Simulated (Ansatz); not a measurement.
Stress against strain in Ge

```xyz
4
Lattice="3.9976 0.0000 0.0000 -1.9988 3.4620 0.0000 0.0000 0.0000 6.5994" Properties=species:S:1:pos:R:3 pbc="T T T"
Ge    1.9988    1.1540    0.4151
Ge    0.0000    2.3080    3.7148
Ge    1.9988    1.1540    2.8846
Ge    0.0000    2.3080    6.1843
```

Atoms are numbered in the order listed.

Conventional cell: a = 3.998 Å, b = 3.998 Å, c = 6.599 Å, α = 90.00°, β = 90.00°, γ = 120.00°. Ge (atom 1) is surrounded by 4 Ge at 2.45 to 2.47 Å.

Structure from Materials Project entry mp-1007760 (possibly hypothetical), not relaxed further.

These are results of Ansatz 0.2.0, DFT, PBEsol, all-electron LAPW, scalar-relativistic, not measurements.

The runs use a Γ-centred 11×11×6 k mesh, Fermi–Dirac smearing of 0.05 eV, basis error target 1 meV/atom, no spin polarisation.

The strain is applied along the Cartesian axes of the cell as listed (the other components stay zero). Fractional coordinates are held (clamped ions).

σ is the change of stress from the unstrained cell, which is at -0.05 GPa; tension is positive, so slopes are stress–strain coefficients at that pressure. In a metal the k mesh adds noise.

Only quantities that a quadratic follows smoothly over the whole series are listed; rougher ones are left out.

```tsv
εxx = εyy	σzz (GPa)	σxx (GPa)
-0.0300	-0.78	-6.86
-0.0200	-0.48	-4.28
-0.0100	-0.20	-2.01
0.0000	0.00	0.00
0.0200	0.30	3.42
0.0300	0.40	4.84
```

Q: Fit the series and read off the stiffness at zero strain.

A: Least-squares fits y = p0 + p1 x + p2 x² to the rows give σzz (GPa): p1 = 19.6, p2 = -220; σxx (GPa): p1 = 194, p2 = -1100. So C13 + C23 = 20 GPa and C11 + C12 = 194 GPa, for these axes.

Q: One run, at εxx = εyy = 0.0100, is withheld. Predict its row.

A: The fits give 0.18, 1.85; the run gave 0.16, 1.81.
